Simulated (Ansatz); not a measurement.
VBiO4:
```cif
data_Bi4O16V4
_chemical_formula_sum 'Bi4 V4 O16'
_space_group_name_H-M_alt 'I41/a :1'
_space_group_IT_number 88
_space_group_name_Hall 'I 4bw -1bw'
_cell_length_a 5.10949
_cell_length_b 5.10949
_cell_length_c 11.63275
_cell_angle_alpha 90.000
_cell_angle_beta 90.000
_cell_angle_gamma 90.000
loop_
_space_group_symop_operation_xyz
  'x, y, z'
  '-y, x+1/2, z+1/4'
  '-x+1/2, -y+1/2, z+1/2'
  'y+1/2, -x, z+3/4'
  '-x, -y+1/2, -z+1/4'
  'y, -x, -z'
  'x+1/2, y, -z+3/4'
  '-y+1/2, x+1/2, -z+1/2'
  'x+1/2, y+1/2, z+1/2'
  '-y+1/2, x, z+3/4'
  '-x, -y, z'
  'y, -x+1/2, z+1/4'
  '-x+1/2, -y, -z+3/4'
  'y+1/2, -x+1/2, -z+1/2'
  'x, y+1/2, -z+1/4'
  '-y, x, -z'
loop_
_atom_site_label
_atom_site_type_symbol
_atom_site_symmetry_multiplicity
_atom_site_Wyckoff_symbol
_atom_site_fract_x
_atom_site_fract_y
_atom_site_fract_z
_atom_site_occupancy
Bi1 Bi 4 a 0.00000 0.00000 0.00000 1
V1 V 4 b 0.00000 0.00000 0.50000 1
O1 O 16 f 0.25160 0.13731 0.17209 1
```
(The calculation used a cell of 12 atoms; values per cell refer to that cell.)

Relaxed at zero pressure with HSE06 in the plane-wave PAW code Ansatz.

Task: The volume is raised by 6 % and shape and atoms relax at that volume. What pressure results, and how do the axes share the change?

Result: -6.9 GPa; a 1.4 %, b 1.4 %, c 3.0 %; the energy rises by 17 meV/atom.

Task: Give the new structure.

Result: 
Space group I4₁/a, origin choice 1 (No. 88); a = b = 5.1825 Å, c = 11.9859 Å, α = β = γ = 90.00°

| atom | site | symmetry | x | y | z |
|---|---|---|---|---|---|
| Bi | 4a | -4.. | 0.0000 | 0.0000 | 0.0000 |
| V | 4b | -4.. | 0.0000 | 0.0000 | 0.5000 |
| O | 16f | 1 | 0.2526 | 0.1359 | 0.1745 |

The phase is kept; no other phase was compared at this pressure.

Space group I4_1/a. The HSE06 relaxation kept the symmetry of its start. The workflow began spin-polarised and lost its moments. Scalar-relativistic: spin–orbit coupling is off unless named, which matters more the heavier the elements.

Potentials: the later of the program's two PAW sets.
